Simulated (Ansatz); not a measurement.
**Field gradients at the nuclei of SiC**

```
CELL_PARAMETERS angstrom
3.09197 0.00000 0.00000
-1.54598 2.67772 0.00000
0.00000 0.00000 5.07433
ATOMIC_POSITIONS crystal
Si 0.33333 0.66667 0.00008
Si 0.66667 0.33333 0.50008
C 0.33333 0.66667 0.37592
C 0.66667 0.33333 0.87592
```

Atoms are numbered in the order listed.

The cell was built from the wurtzite type and relaxed in the same program, and has space group P6_3mc; it needn't be a known or the stable phase.

Methods: DFT, PBE, all-electron PAW with datasets made for the crystal, scalar-relativistic (Ansatz 0.2.0); DFT, PBE, PAW with Ansatz's default frozen-core files, scalar-relativistic (Ansatz 0.2.0).

For the crystal-made all-electron datasets (AE datasets): a Γ-centred 13×13×7 k mesh, Fermi–Dirac smearing of 0.08 eV, cutoff 340 eV (chosen by the program for this cell), no spin polarisation. PAW takes a cutoff of 420 eV at this cell. The Ansatz runs share mesh, smearing and spin set-up.

Vzz is the principal value of largest size of the traceless field-gradient tensor, in 10²¹ V/m², and η = (Vxx − Vyy)/Vzz with |Vzz| ≥ |Vyy| ≥ |Vxx|.

```
site  site symmetry  Vzz (η), AE datasets     Vzz (η), PAW
 Si1            3m.       0.30 (η = 0.00)  0.31 (η = 0.00)
  C3            3m.       0.19 (η = 0.00)  0.19 (η = 0.00)
```
